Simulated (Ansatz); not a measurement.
### Question
Each is relaxed and computed with plane-wave PAW r²SCAN (Ansatz code). Which is the only one with a gap?
(A) LaSiNi, I4_1md (La on 4a, Si on 4a, Ni on 4a)
(B) LaOF, R-3m (La on 6c, O on 6c, F on 6c)
(C) LaGeRu, P4/nmm (La on 2c, Ge on 2c, Ru on 2a)
(D) La2Zn6Ge3, P-62m (La on 2c, Zn on 3g, Zn on 3f, Ge on 3g)

### Answer
B, LaOF, R-3m (La on 6c, O on 6c, F on 6c). LaOF: gap 4.67 eV; LaGeRu: metal; LaSiNi: metal; La2Zn6Ge3: metal. Standing as an ambient phase not checked: LaOF, R-3m (La on 6c, O on 6c, F on 6c); LaGeRu, P4/nmm (La on 2c, Ge on 2c, Ru on 2a); LaSiNi, I4_1md (La on 4a, Si on 4a, Ni on 4a); La2Zn6Ge3, P-62m (La on 2c, Zn on 3g, Zn on 3f, Ge on 3g). Perhaps ordered models of mixed-site phases: LaSiNi, I4_1md (La on 4a, Si on 4a, Ni on 4a). All cells were relaxed under the symmetry of their starts (and spin orders); stability against distortions was not tested throughout. Rows with no word on spin ran without spin polarisation. Spin–orbit coupling is left out wherever it is not named.

Potentials: the later of the program's two PAW sets.
